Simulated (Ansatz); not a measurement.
LaMg:
```yaml
crystal:
  lattice:
    - [3.97642, 0.00000, 0.00000]
    - [0.00000, 3.97642, 0.00000]
    - [0.00000, 0.00000, 3.97642]
  atoms:
    - { symbol: La, position: [0.00000, 0.00000, 0.00000] }
    - { symbol: Mg, position: [0.50000, 0.50000, 0.50000] }
```

Relaxed with r²SCAN. Special points in fractions of this cell's reciprocal vectors: Γ (0.000, 0.000, 0.000); X (0.000, 0.500, 0.000); M (0.500, 0.500, 0.000); R (0.500, 0.500, 0.500).

### Question
List the band energies nearest the Fermi level at these points for r²SCAN (plane waves, PAW; program Ansatz).

### Answer
In eV from the Fermi level; about four levels below and three above (degenerate sets whole), none deeper than 8.9 eV; points with the same levels are listed once.

```
k              below                above
-  -----------------  -------------------
Γ  -5.08 -0.54 -0.54       1.88 1.88 1.88
X        -2.42 -2.23       0.31 1.34 1.34
M        -3.02 -0.06       0.46 0.46 1.90
R  -1.68 -1.68 -1.68  0.45 2.00 2.00 2.00
```

Space group Pm-3m (CsCl type). The workflow started from an entry of the Crystallography Open Database (COD). Its standing as an ambient phase is unchecked. Symmetry was held in the r²SCAN relaxation; its stability against distortions is not shown here. Scalar-relativistic: spin–orbit coupling is off unless named, which matters more the heavier the elements.

Potentials: the later of the program's two PAW sets.
